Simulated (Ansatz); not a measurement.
NaAlBP2H3O10: Coordination and ²H quadrupole coupling

Cell: a Materials Project structure (computed, not necessarily an observed phase), taken as it stands.

Space group C2/c (No. 15); a = 10.5661, b = 8.0805, c = 9.1128 Å, β = 116.99°.

```csv
site,Wyckoff,site symmetry,x,y,z
Na,4e,2,0.5000,0.6301,0.7500
Al,4d,-1,0.2500,0.7500,0.0000
B,4e,2,0.5000,0.0337,0.7500
H7,4c,-1,0.2500,0.2500,0.0000
H9,8f,1,0.5032,0.1830,0.5670
P,8f,1,0.2267,0.9348,0.6811
O17,8f,1,0.6646,0.7007,0.0447
O19,8f,1,0.4328,0.8632,0.0987
O23,8f,1,0.3931,0.9228,0.7573
O27,8f,1,0.1810,0.9029,0.8156
O31,8f,1,0.1780,0.1086,0.6085
```

One atom of each set is listed; the run and its k-mesh use a cell of 36 atoms with edges of 6.65, 6.65, 9.11 Å.

All values are calculated (Ansatz; DFT, PBE, plane waves and PAW, scalar-relativistic, 420 eV cutoff, Γ-centred 4×4×3 k-points, Fermi–Dirac smearing 0.02 eV), not measured.

Q(²H) = 2.858 mb.

Problem. Order the H environments from the weakest to the strongest quadrupole coupling.
A. H9: 1 O at 0.99 Å; also 1 O at 2.04 Å
B. H7: 2 O at 1.21 Å, angle 180°

Solution. B (0.032 MHz, η = 0.69), A (0.242 MHz, η = 0.13).

At H7 V_zz points along the line of its two bonds (within 7°). At H9 V_zz points along its bond to O (within 1°). Like point charges on the first shell alone (each adding as 1/d³) would put H7 above H9: the covalent part of each bond and the atoms beyond the first shell count as well.
